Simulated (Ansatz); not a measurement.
**Computed properties of YSiNO₂**

YSiNO₂:
```xyz
5
Lattice="3.5780 0.0000 0.0000 0.0000 3.5780 0.0000 0.0000 0.0000 3.6967" Properties=species:S:1:pos:R:3 pbc="T T T"
Y      0.0000     0.0000     1.8484
Si     1.7890     1.7890     0.0000
N      1.7890     1.7890     1.8484
O      1.7890     0.0000     0.0000
O      0.0000     1.7890     0.0000
```

Space group P4/mmm (No. 123); conventional cell a = 3.578 Å, b = 3.578 Å, c = 3.697 Å, α = 90.00°, β = 90.00°, γ = 90.00°.

Method: r²SCAN (plane waves, PAW; program Ansatz). Geometry: relaxed at this level of theory. Other levels are named where they apply.

### Cell and energy

- Volume per atom: 9.47 Å³
- Density: 5.72 g/cm³
- Formation energy from the elements (no fitted shifts): -242 kJ/mol of atoms

### Electronic structure

- Band gap = 2.08 eV (indirect)
- Valence-band maximum = at A
- Conduction-band minimum = at Γ
- Smallest direct gap on the standard path = 2.63 eV
- Electron effective mass = 0.36, 0.36, 0.43 mₑ (principal values)
- Electron effective mass with spin–orbit coupling = 0.36, 0.36, 0.43 mₑ (principal values)
- Hole effective mass with spin–orbit coupling = 0.44, 0.60, 0.64 mₑ (principal values)
- HSE06 gap on the r²SCAN cell = 2.89 eV
- Gap with spin–orbit coupling = 2.07 eV

### Mechanics

- Bulk modulus (Birch–Murnaghan fit) = 2630 kbar
- Pressure derivative B′ = 4.2
- Elastic constants (relaxed ions, GPa) = C11 = 440, C12 = 172, C13 = 185, C33 = 411, C44 = 253, C66 = 226
- Mechanical stability = stable (all eigenvalues of C positive)
- Hill bulk and shear moduli = 264 and 186 GPa
- Young's modulus = 452 GPa
- Poisson's ratio = 0.21
- Debye temperature from the elastic constants = 888 K

### Charges

Bader charges: Y +2.17, Si +3.31, N -2.18, O -1.65 e

The start of the workflow was typed in or built on a structure type; neither database checked (COD, Materials Project) lists it. COD files the formula under space group No. 15, 63. Whether it is the stable phase at ambient conditions was not checked. The r²SCAN relaxation kept the symmetry of its start; its stability against distortions is not shown here. No spin polarisation was allowed. The references are the lowest solids computed at this level, not always the standard phases (solids in place of the gases). Scalar-relativistic: spin–orbit coupling is off unless named, which matters more the heavier the elements.

Potentials: the earlier of the program's two PAW sets.
